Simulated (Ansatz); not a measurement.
LaP (Fm-3m): elasticity against pressure

```
La P
1.0
     0.00000    2.98908    2.98908
     2.98908    0.00000    2.98908
     2.98908    2.98908    0.00000
La P
1 1
Direct
  0.00000 0.00000 0.00000
  0.50000 0.50000 0.50000
```

This is the zero-pressure cell. At each pressure cell and atoms are relaxed in this structure, and the constants are slopes of the stress at strains of ±0.005 with relaxed ions (the coefficients that govern stability under load). Level: PBEsol, PAW on Ansatz 0.2.0's default frozen-core files (fitted under PBE), scalar-relativistic; k mesh 14×14×14, strains of ±0.005, Fermi-Dirac smearing of 0.080 eV, cutoff 420 eV. P is the pressure of the relaxed cell, less that of this one.

| P (GPa) | V/V₀ | C11 (GPa) | C12 (GPa) | C44 (GPa) |
| --- | --- | --- | --- | --- |
| 0.00 | 1.0000 | 179.5 | 26.6 | 32.3 |
| 0.98 | ? | ? | ? | ? |
| 2.00 | 0.9757 | 198.8 | 28.6 | 31.4 |
| 4.02 | 0.9538 | 217.5 | 30.7 | 30.5 |
| 7.00 | 0.9254 | 243.8 | 33.7 | 28.9 |
| 9.96 | 0.9005 | 268.6 | 36.8 | 27.2 |
| 15.00 | 0.8642 | 308.5 | 42.5 | 23.9 |

Question: Does the bulk modulus from the constants agree with the pressure-volume curve?

Answer: A third-order Birch-Murnaghan fit to the volumes shown (F against f, f = [(V₀/V)^(2/3) − 1]/2) gives B₀ = 77.7 GPa and B′ = 3.8. Its −V dP/dV stands beside (C11 + 2C12)/3:

```
P (GPa)  from P(V)  from the constants
   0.00       77.7                77.6
   2.00       85.3                85.4
   4.02       92.8                92.9
   7.00      103.6               103.7
   9.96      114.2               114.1
  15.00      131.6               131.1
```

Question: What are the pressure derivatives at zero pressure?

Answer: Slopes at V₀ of quadratic fits in −ln(V/V₀) through the first four rows shown, divided by B₀: dC11/dP = 9.8, dC12/dP = 1.0, dC44/dP = -0.4. The mean slopes up to 4.0 GPa are 9.4, 1.0, -0.5; curvature and scatter of the constants part the two. The combination (dC11/dP + 2 dC12/dP)/3 = 3.9 stands against B′.

Question: Fill the row at 0.98 GPa.

Answer: Cubic fits in −ln(V/V₀) through all rows shown give C11 = 189.1, C12 = 27.6, C44 = 31.9 GPa. Computed: V/V₀ = 0.9877, C11 (GPa) = 189.1, C12 (GPa) = 27.6, C44 (GPa) = 31.9.

Question: Does a shear stiffness soften?

Answer: C44 goes from 32.3 to 23.9 GPa; (C11 − C12)/2 goes from 76.4 to 133.0 GPa. C44 softens under pressure, though the lattice stays mechanically stable over this range.

Keep in mind: no other phase was computed; many crystals of this kind change structure within this range, and rows or crossings beyond such a change describe a metastable lattice; frozen-core PAW files fitted under PBE, their cores solved anew for the functional of the run; responses of metals move with mesh and smearing; phonons weren't checked at these pressures.
